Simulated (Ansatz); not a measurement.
Input file for Ansatz (a quantum-chemistry and plane-wave program):

Ansatz 0.2 input:
```yaml
crystal:
  lattice:
    - [3.0937710133, -1.856706679, 0.0]
    - [3.0937710133, 1.856706679, 0.0]
    - [0.0, 0.0, 7.7938986072]
  atoms:
    - { symbol: Cl, position: [0.8624202607, 0.1375797393, 0.6134805444] }
    - { symbol: Cl, position: [0.1375797393, 0.8624202607, 0.3865194556] }
    - { symbol: Cl, position: [0.6375797393, 0.3624202607, 0.1134805444] }
    - { symbol: Cl, position: [0.3624202607, 0.6375797393, 0.8865194556] }
kpoints:
  mp_grid: { grid: [9, 9, 4] }
hamiltonian:
  xc: lda
  pseudopotentials: { kind: paw }
scf:
  occupations: { method: fixed }
elastic: { mode: relaxed_ion, stencil: two_point, amplitude: 0.005, f_tol: 0.0005 }
```

Output (shortened):

```
Pseudopotential: Cl, paw, valence charge 7
Functional definition: SPW92
Crystal: 4 atoms, lattice volume = 89.540 Å³
Basis set: ecut = 420 eV, 1755 PW (Γ)
Bands: 18, of which v1, the nominal top of the filled ones, is band 14 counted from 1 (13 counted from 0)
Symmetry: 8 space group operations
Space group: Cmce (ITA 64), of the structure as read, at distance tolerance 4.5e-5 Å
k-points: 75 of 324
SCF 1 converged in 10 iterations: F = -4176.238689 eV  dr2 = 6.34e-15
relax step   1: F+E_penalty+E_count = -4176.23868853 eV  Δ(F+E_penalty+E_count) = +0.000e0 eV  max|allowed force component| = 8.045e-4 eV/Å  Δτ_max = 0.0000 Å  (10 SCF iters, accepted)
Crystal: 4 atoms, lattice volume = 89.540 Å³
SCF 2 converged in 8 iterations: F = -4176.238689 eV  dr2 = 1.70e-14
relax step   2: F+E_penalty+E_count = -4176.23868865 eV  Δ(F+E_penalty+E_count) = -1.231e-7 eV  max|allowed force component| = 4.346e-4 eV/Å  Δτ_max = 0.0001 Å  (8 SCF iters, accepted)
Crystal: 4 atoms, lattice volume = 89.540 Å³
SCF 3 converged in 10 iterations: F = -4176.238689 eV  dr2 = 2.21e-15
Crystal: 4 atoms, lattice volume = 89.092 Å³
Basis set: ecut = 420 eV, 1735 PW (Γ)
SCF 4 converged in 10 iterations: F = -4176.238525 eV  dr2 = 5.97e-15
relax step   1: F+E_penalty+E_count = -4176.23852506 eV  Δ(F+E_penalty+E_count) = +0.000e0 eV  max|allowed force component| = 2.053e-3 eV/Å  Δτ_max = 0.0000 Å  (10 SCF iters, accepted)
Crystal: 4 atoms, lattice volume = 89.092 Å³
SCF 5 converged in 6 iterations: F = -4176.238526 eV  dr2 = 2.32e-14
relax step   2: F+E_penalty+E_count = -4176.23852555 eV  Δ(F+E_penalty+E_count) = -4.966e-7 eV  max|allowed force component| = 4.341e-6 eV/Å  Δτ_max = 0.0001 Å  (6 SCF iters, accepted)
Crystal: 4 atoms, lattice volume = 89.092 Å³
SCF 6 converged in 2 iterations: F = -4176.238526 eV  dr2 = 9.98e-15
Crystal: 4 atoms, lattice volume = 89.988 Å³
SCF 7 converged in 9 iterations: F = -4176.238529 eV  dr2 = 8.63e-14
relax step   1: F+E_penalty+E_count = -4176.23852942 eV  Δ(F+E_penalty+E_count) = +0.000e0 eV  max|allowed force component| = 2.831e-3 eV/Å  Δτ_max = 0.0000 Å  (9 SCF iters, accepted)
Crystal: 4 atoms, lattice volume = 89.988 Å³
SCF 8 converged in 6 iterations: F = -4176.238530 eV  dr2 = 4.15e-14
relax step   2: F+E_penalty+E_count = -4176.23853028 eV  Δ(F+E_penalty+E_count) = -8.522e-7 eV  max|allowed force component| = 4.764e-6 eV/Å  Δτ_max = 0.0001 Å  (6 SCF iters, accepted)
Crystal: 4 atoms, lattice volume = 89.988 Å³
SCF 9 converged in 2 iterations: F = -4176.238530 eV  dr2 = 1.80e-14
Crystal: 4 atoms, lattice volume = 89.092 Å³
Basis set: ecut = 420 eV, 1747 PW (Γ)
SCF 10 converged in 9 iterations: F = -4176.238330 eV  dr2 = 7.77e-14
relax step   1: F+E_penalty+E_count = -4176.23833028 eV  Δ(F+E_penalty+E_count) = +0.000e0 eV  max|allowed force component| = 3.100e-2 eV/Å  Δτ_max = 0.0000 Å  (9 SCF iters, accepted)
Crystal: 4 atoms, lattice volume = 89.092 Å³
SCF 11 converged in 7 iterations: F = -4176.238450 eV  dr2 = 7.29e-14
relax step   2: F+E_penalty+E_count = -4176.23844993 eV  Δ(F+E_penalty+E_count) = -1.197e-4 eV  max|allowed force component| = 3.328e-4 eV/Å  Δτ_max = 0.0018 Å  (7 SCF iters, accepted)
[...]
Crystal: 4 atoms, lattice volume = 89.539 Å³
SCF 35 converged in 9 iterations: F = -4176.238662 eV  dr2 = 9.96e-14
relax step   1: F+E_penalty+E_count = -4176.23866225 eV  Δ(F+E_penalty+E_count) = +0.000e0 eV  max|allowed force component| = 4.963e-4 eV/Å  Δτ_max = 0.0000 Å  (9 SCF iters, accepted)
Crystal: 4 atoms, lattice volume = 89.539 Å³
SCF 36 converged in 2 iterations: F = -4176.238662 eV  dr2 = 2.69e-14
Crystal: 4 atoms, lattice volume = 89.539 Å³
Basis set: ecut = 420 eV, 1751 PW (Γ)
k-points: 123 of 324
SCF 37 converged in 9 iterations: F = -4176.238631 eV  dr2 = 5.47e-14
relax step   1: F+E_penalty+E_count = -4176.23863093 eV  Δ(F+E_penalty+E_count) = +0.000e0 eV  max|allowed force component| = 1.028e-3 eV/Å  Δτ_max = 0.0000 Å  (9 SCF iters, accepted)
Crystal: 4 atoms, lattice volume = 89.539 Å³
SCF 38 converged in 7 iterations: F = -4176.238632 eV  dr2 = 2.54e-14
relax step   2: F+E_penalty+E_count = -4176.23863200 eV  Δ(F+E_penalty+E_count) = -1.068e-6 eV  max|allowed force component| = 7.065e-4 eV/Å  Δτ_max = 0.0003 Å  (7 SCF iters, accepted)
Crystal: 4 atoms, lattice volume = 89.539 Å³
SCF 39 converged in 7 iterations: F = -4176.238633 eV  dr2 = 1.24e-14
relax step   3: F+E_penalty+E_count = -4176.23863293 eV  Δ(F+E_penalty+E_count) = -9.356e-7 eV  max|allowed force component| = 1.034e-4 eV/Å  Δτ_max = 0.0007 Å  (7 SCF iters, accepted)
Crystal: 4 atoms, lattice volume = 89.539 Å³
SCF 40 converged in 2 iterations: F = -4176.238633 eV  dr2 = 3.25e-15
Crystal: 4 atoms, lattice volume = 89.539 Å³
SCF 41 converged in 9 iterations: F = -4176.238631 eV  dr2 = 6.25e-14
relax step   1: F+E_penalty+E_count = -4176.23863093 eV  Δ(F+E_penalty+E_count) = +0.000e0 eV  max|allowed force component| = 1.028e-3 eV/Å  Δτ_max = 0.0000 Å  (9 SCF iters, accepted)
Crystal: 4 atoms, lattice volume = 89.539 Å³
SCF 42 converged in 8 iterations: F = -4176.238633 eV  dr2 = 1.18e-14
relax step   2: F+E_penalty+E_count = -4176.23863293 eV  Δ(F+E_penalty+E_count) = -2.004e-6 eV  max|allowed force component| = 4.914e-5 eV/Å  Δτ_max = 0.0010 Å  (8 SCF iters, accepted)
Crystal: 4 atoms, lattice volume = 89.539 Å³
SCF 43 converged in 2 iterations: F = -4176.238633 eV  dr2 = 2.20e-15
SCF converged after 10 iterations
Stability not checked: this state was not tested for a lower state beside it, because too few of the mixer's solves of this state at the end of the SCF gave a …
Free energy (F): -4176.238689 eV
Harris-Foulkes:  -4176.238689 eV  (|F-HF|=9.09e-13)
Internal energy: -4176.238689 eV  (E = F + TS)
E sigma→0 (E₀):  -4176.238689 eV
Fermi energy:    2.918236 eV
--- Per-component energies (eV) ---
  E_band       = -92.908960
  E_kinetic    = 639.515863
  E_local      = -902.911813  (includes V_loc(G=0)·N_el)
  E_nonlocal   = 121.793342
  E_hartree    = 260.715930
  E_xc         = -420.777876
  E_vxc        = -481.920080  (∫ρ·V_xc dr)
  E_paw        = -2499.052802  (= ΣΔE_a)
  E_vpaw       = 9.181460  (= ΣTr[D̂ρ^β])
  E_aug_tail   = 0.000409  (compensation charges beyond the density's cutoff)
  E_ewald      = -1376.283709
  E_core_change = 0.761967  (= ΣΔE_core)
  E_smearing   =  0.000000  (= −TS)
  E_closure    = 0.000000  (closes the sum)
  Σ components = -4176.238689   (vs F -4176.238689, Δ=0.00e0)
--- Forces (eV/Å), atoms counted from 1 ---
  atom   1  Cl     0.00000000     0.00012299     0.00043463
  atom   2  Cl     0.00000000    -0.00012299    -0.00043463
  atom   3  Cl     0.00000000    -0.00012299     0.00043463
  atom   4  Cl     0.00000000     0.00012299    -0.00043463
  max |Σ_I F_I| component: 6.94e-18 eV/Å
--- Stress (GPa, compression-positive) ---
       -0.000501       0.000000       0.000000
        0.000000      -0.001528       0.000000
        0.000000       0.000000      -0.000837
  P = ⅓ Tr σ = -0.0010 GPa (-0.010 kbar)
--- Band table (eV; the first three rows and the last of 75) ---
  k-point 0: bands = ["-14.3508", "-13.6829", "-10.8789", "-9.1513", "-3.5051", "-1.3331", "0.2590", "0.4727", "0.5381", "0.8524", "1.4604", "2.1859", "2.5458", "2.9182", "4.7909", "5.8489", "9.5810", "9.6550"]
  k-point 1: bands = ["-14.2749", "-13.8123", "-10.6234", "-9.4217", "-3.1966", "-1.7206", "0.3840", "0.5775", "0.7245", "0.7980", "1.3554", "2.0060", "2.6091", "2.8707", "4.8788", "5.6250", "9.7336", "9.8524"]
  k-point 2: bands = ["-14.0682", "-14.0682", "-10.0303", "-10.0303", "-2.4816", "-2.4816", "0.6806", "0.6806", "0.6895", "0.6895", "1.5729", "1.5729", "2.7476", "2.7476", "5.1893", "5.1893", "9.9598", "9.9598"]
  k-point 74: bands = ["-13.6772", "-13.6772", "-9.7968", "-9.7968", "-2.5180", "-2.5180", "-1.6495", "-1.6495", "0.0554", "0.0554", "1.5788", "1.5788", "1.6347", "1.6347", "5.1660", "5.1660", "11.4335", "11.4335"]
--- Elastic constants: 6 strain directions × 2 members + reference (group order 8) ---
  dense FFT box of the reference and of every strained cell: 25×25×54
  strains applied: 11, 22, 33, 23, 13, 12; error gains …
  reference relaxed by the batch: 2 steps …
  largest displacement 1.0e-4 Å; the constants are those of the deck's cell at these positions:
  atoms:
    - { symbol: Cl, position: [0.8623940029507939, 0.13760599704920606, 0.6134779808839155] }
    - { symbol: Cl, position: [0.13760599704920606, 0.8623940029507939, 0.3865220191160846] }
    - { symbol: Cl, position: [0.6376059970492061, 0.362394002950794, 0.11347798088391543] }
    - { symbol: Cl, position: [0.362394002950794, 0.6376059970492061, 0.8865220191160846] }
  C = ∂σ_k/∂η_j (tension-positive GPa; Voigt order 11 22 33 23 13 12):
        22.938      8.427      1.733      0.000      0.000      0.000
         8.431     34.490     30.228      0.000      0.000      0.000
         1.734     30.215     65.047      0.000      0.000      0.000
         0.000      0.000      0.000     34.172      0.000      0.000
         0.000      0.000      0.000      0.000      3.701      0.000
         0.000      0.000      0.000      0.000      0.000      7.917
  reference stress σ⁰ (GPa):      0.001      0.002      0.001      0.000      0.000      0.000
  moduli (Voigt/Reuss/Hill, GPa): K = 22.58/16.88/19.73   G = 14.63/7.67/11.15   E = 28.15   ν = 0.262
  mechanically stable: yes (min eigenvalue of sym C = 3.70 GPa)
  strain η (Voigt 11):  stress-route row diagonal C_11 = 22.94 GPa, energy-path curvature d²(F+E_count+ΔE)/dδ²/Ω₀ = 22.93 GPa
         δ    σ_11 (GPa)             F (eV)   n_scf  n_hpsi   n_pw
    -5.000e-3      -0.1179       -4176.2385256       2   12226   1759   relax 2 steps, max|allowed force component| 4.34e-6 eV/Å
     5.000e-3       0.1114       -4176.2385303       2   12241   1778   relax 2 steps, max|allowed force component| 4.76e-6 eV/Å
  strain η (Voigt 22):  stress-route row diagonal C_22 = 34.49 GPa, energy-path curvature d²(F+E_count+ΔE)/dδ²/Ω₀ = 34.48 GPa
         δ    σ_22 (GPa)             F (eV)   n_scf  n_hpsi   n_pw
    -5.000e-3      -0.1747       -4176.2384499       2   12239   1762   relax 2 steps, max|allowed force component| 3.33e-4 eV/Å
     5.000e-3       0.1702       -4176.2384451       2   12203   1782   relax 2 steps, max|allowed force component| 2.42e-4 eV/Å
  strain η (Voigt 33):  stress-route row diagonal C_33 = 65.05 GPa, energy-path curvature d²(F+E_count+ΔE)/dδ²/Ω₀ = 65.04 GPa
         δ    σ_33 (GPa)             F (eV)   n_scf  n_hpsi   n_pw
    -5.000e-3      -0.3288       -4176.2382352       2   12242   1758   relax 3 steps, max|allowed force component| 6.72e-5 eV/Å
     5.000e-3       0.3216       -4176.2382319       2   12171   1780   relax 3 steps, max|allowed force component| 6.91e-5 eV/Å
  strain η (Voigt 23):  stress-route row diagonal C_44 = 34.17 GPa, energy-path curvature d²(F+E_count+ΔE)/dδ²/Ω₀ = 34.17 GPa
         δ    σ_23 (GPa)             F (eV)   n_scf  n_hpsi   n_pw
    -5.000e-3      -0.1709       -4176.2384496       2   15459   1767   relax 4 steps, max|allowed force component| 1.20e-4 eV/Å
     5.000e-3       0.1709       -4176.2384496       2   15435   1767   relax 3 steps, max|allowed force component| 5.43e-5 eV/Å
  strain η (Voigt 13):  stress-route row diagonal C_55 = 3.70 GPa, energy-path curvature d²(F+E_count+ΔE)/dδ²/Ω₀ = 3.70 GPa
         δ    σ_13 (GPa)             F (eV)   n_scf  n_hpsi   n_pw
    -5.000e-3      -0.0185       -4176.2386623       2   15474   1766   relax 1 steps, max|allowed force component| 4.96e-4 eV/Å
     5.000e-3       0.0185       -4176.2386623       2   15586   1766   relax 1 steps, max|allowed force component| 4.96e-4 eV/Å
  strain η (Voigt 12):  stress-route row diagonal C_66 = 7.92 GPa, energy-path curvature d²(F+E_count+ΔE)/dδ²/Ω₀ = 7.91 GPa
         δ    σ_12 (GPa)             F (eV)   n_scf  n_hpsi   n_pw
    -5.000e-3      -0.0396       -4176.2386329       2   20078   1770   relax 3 steps, max|allowed force component| 1.03e-4 eV/Å
     5.000e-3       0.0396       -4176.2386329       2   20145   1770   relax 2 steps, max|allowed force component| 4.91e-5 eV/Å
```

Cost: around 2.7 core-minutes (rough) on shared cores.

Symmetry was held in the LDA relaxation. The substance is a gas or liquid at ambient conditions; this is its low-temperature solid. The volume lies over 15 % below that of the usual cell of this phase: another minimum, or an error of the functional. A crystal of weakly bound molecules computed without a dispersion correction: the cell and the soft elastic constants depend strongly on that.

Potentials: the later of the program's two PAW sets.

Ansatz is a plane-wave DFT program.
